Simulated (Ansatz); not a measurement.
# Mg₃BH₃O₆ — field gradients at the nuclei

The cell is a COD entry, its atoms then relaxed with PBE in this cell.

Space group P6_3/m (No. 176); a = 8.9240, c = 3.1160 Å, γ = 120.00°.

| site | Wyckoff | site symmetry | x | y | z |
| --- | --- | --- | --- | --- | --- |
| Mg | 6h | m.. | 0.3750 | 0.3426 | 0.2500 |
| B | 2c | -6.. | 0.3333 | 0.6667 | 0.2500 |
| H | 6h | m.. | 0.8314 | 0.8335 | 0.2500 |
| O15 | 6h | m.. | 0.7965 | 0.7116 | 0.2500 |
| O21 | 6h | m.. | 0.4455 | 0.6012 | 0.2500 |

One atom of each set is listed.

Computed with Ansatz: DFT, PBE, plane waves and PAW, scalar-relativistic, 420 eV cutoff, Γ-centred 3×3×7 k-points, Fermi–Dirac smearing 0.02 eV.

C_Q = eQV_zz/h, which is 24.18 MHz for Q = 1 b and V_zz = 10²¹ V/m²; η = (V_xx − V_yy)/V_zz.

²⁵Mg: I = 5/2, Q = 199.4 mb; ¹¹B: I = 3/2, Q = 40.59 mb; ²H: I = 1, Q = 2.858 mb; ¹⁷O: I = 5/2, Q = -25.58 mb. Nuclear quadrupole moments: year-2017 set (Pyykkö).

**Question.** What field gradients does the calculation give at each kind of site?

**Answer.** 

```tsv
site	atoms	first shell	V_zz (10²¹ V/m²)	η	C_Q (MHz)
Mg	6	6 O at 2.03–2.11 Å	0.77	0.25	3.71
B	2	3 O at 1.39 Å	2.72	0.00	2.67
H	6	1 O at 0.97 Å; also 2 O at 2.21 Å	4.30	0.00	0.297
O15	6	1 H at 0.97 Å, 3 Mg at 2.03–2.06 Å	13.32	0.00	-8.24
O21	6	1 B at 1.39 Å, 3 Mg at 2.07–2.11 Å; also 1 Mg at 3.33 Å	-6.86	0.81	4.25
```

An axis of threefold or higher order runs through B, so V_zz lies along it and η is zero. At H V_zz points along its bond to O (within 2°). At O15 V_zz points along its shortest bond, to H (within 4°).

At this cell the PBE pressure is 8 GPa, so with PBE the cell would grow if it were relaxed.
